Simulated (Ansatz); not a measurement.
A geometry of Nb away from equilibrium: step 3 of the relaxation of a relaxed Nb cell, doubled along one cell vector, shaken by Gaussian noise of σ = 0.08 Å a coordinate. Computed with PBE (plane waves to 420 eV, PAW, scalar-relativistic; Ansatz, an electronic-structure program). Γ-centred k-mesh 14×7×14 on the run's cell (coarser than for final values), Fermi–Dirac smearing 0.05 eV.

```yaml
crystal:
  lattice:
    - [-1.67813, 1.66937, 1.69093]
    - [3.26090, -3.34528, 3.29302]
    - [1.67647, 1.67098, -1.69419]
  atoms:
    - { symbol: Nb, position: [0.02425, 0.01885, 0.06243] }
    - { symbol: Nb, position: [0.02717, 0.51865, 0.06021] }
```

Task: Which atoms carry the largest force, and which way does it point?

Result: 0.03 eV/Å, on Nb1, Nb2 (atoms numbered as listed); on Nb1 its components are (-0.02, 0.01, 0.01).

Task: What is the pressure?

Result: -2.4 GPa, compression positive.

Task: How far above the relaxed end point is this geometry?

Result: 0.01 eV/atom; the path ends in Im-3m (No. 229) (bcc (W type)).

No spin polarisation in the result.

The run could not lose the symmetry of its start.
